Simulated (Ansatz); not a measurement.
CdF2:
Space group Fm-3m (No. 225); a = b = c = 5.3885 Å, α = β = γ = 90.00°

```json
[
 {"atom": "Cd", "site": "4a", "symmetry": "m-3m", "x": "0.0000", "y": "0.0000", "z": "0.0000"},
 {"atom": "F", "site": "8c", "symmetry": "-43m", "x": "0.2500", "y": "0.2500", "z": "0.2500"}
]
```
(The calculation used a cell of 3 atoms; values per cell refer to that cell.)

Relaxed with r²SCAN. DFT-r²SCAN in the program Ansatz with PAW potentials gives a gap of 3.79 eV.

Question: What gap does HSE06 give on the same cell (Ansatz, PAW)?

Answer: 5.21 eV, 1.41 eV more. The hybrid was solved on a coarser mesh and at special points; its gap is the smallest among all of these.

```tsv
k	v1 r²SCAN	c1 r²SCAN	v1 HSE06	c1 HSE06
Γ	-0.51	3.79	-0.58	5.21
X	-0.09	8.92	(withheld)	(withheld)
L	-0.41	8.02	(withheld)	(withheld)
W	0.00	8.98	(withheld)	(withheld)
K	-0.20	8.86	(withheld)	(withheld)
```

Question: Top valence (v1) and lowest conduction level (c1) in eV from each method's valence maximum (which need not be a listed point): supply the withheld HSE06 values.

Answer: 
- W, v1 HSE06: 0.00
- W, c1 HSE06: 10.54
- L, v1 HSE06: -0.45
- L, c1 HSE06: 9.53
- K, v1 HSE06: -0.22
- K, c1 HSE06: 10.41
- X, v1 HSE06: -0.09
- X, c1 HSE06: 10.46

Cost on shared cores: the r²SCAN run (SCF on a 9×9×9 mesh, then bands and DOS) very roughly 10 core-seconds, the HSE06 run (SCF on 7×7×7, then a few points) very roughly 80 core-seconds; the tasks are unlike.

The cell was relaxed with r²SCAN under the symmetry of its start; phonons on a q-mesh show no instability. Scalar-relativistic: spin–orbit coupling is off unless named, which matters more the heavier the elements.

Potentials: the later of the program's two PAW sets.
